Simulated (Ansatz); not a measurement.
**Al2Cu under pressure: fit and missing row**

Al2Cu, I4/mcm, a = 5.991 Å, c = 4.812 Å. The structure is a Materials Project entry; whether it is the stable form wasn't checked. Ansatz: r2SCAN, PAW, 500 eV, Γ-centred 10×10×10 mesh on 6 atoms, Gaussian smearing 0.10 eV; no spin polarisation. Cell and atoms are relaxed at each pressure, and no other structure is tried, so the rows at high pressure may lie past a change of phase.

```
V (Å³/atom) P (GPa)
     10.036    89.99
     11.190    49.98
          ?    25.01
     13.206    11.97
     13.931     4.05
     14.269     1.04
     14.392     0.04
     14.531    -1.03
```

Problem. Take V0 = 14.392 Å³/atom, count pressures from its P0 = 0.04 GPa, fit the third-order Birch–Murnaghan form to the other rows, and predict the missing volume.

Solution. With the Eulerian strain f = ½[(V0/V)^(2/3) − 1] and y = (P − P0)/[3f(1 + 2f)^(5/2)], the form is the line y = B0 + 1.5 B0 (B0′ − 4) f. Rows (f, y): 0.13583, 121.0; 0.09133, 119.8; 0.02950, 116.8; 0.01097, 115.4; 0.00287, 114.5; -0.00319, 113.6. Means f = 0.04455, y = 116.85; Σ(Δf)² = 0.01589, ΣΔfΔy = 0.8194; the slope is their ratio. y = 114.6 + 51.56 f GPa, so B0 = 114.6 GPa and B0′ = 4 + 2 × (51.56)/(3 × 114.6) = 4.30. P = 25.01 GPa is met at f = 0.05468 (y = 117.42), so V = V0 (1 + 2f)^(−3/2) = 12.317 Å³/atom. The run gave 12.327 Å³/atom, so the fit is 0.010 Å³/atom too low, within twice the rms miss on the fitted rows (0.005 Å³/atom).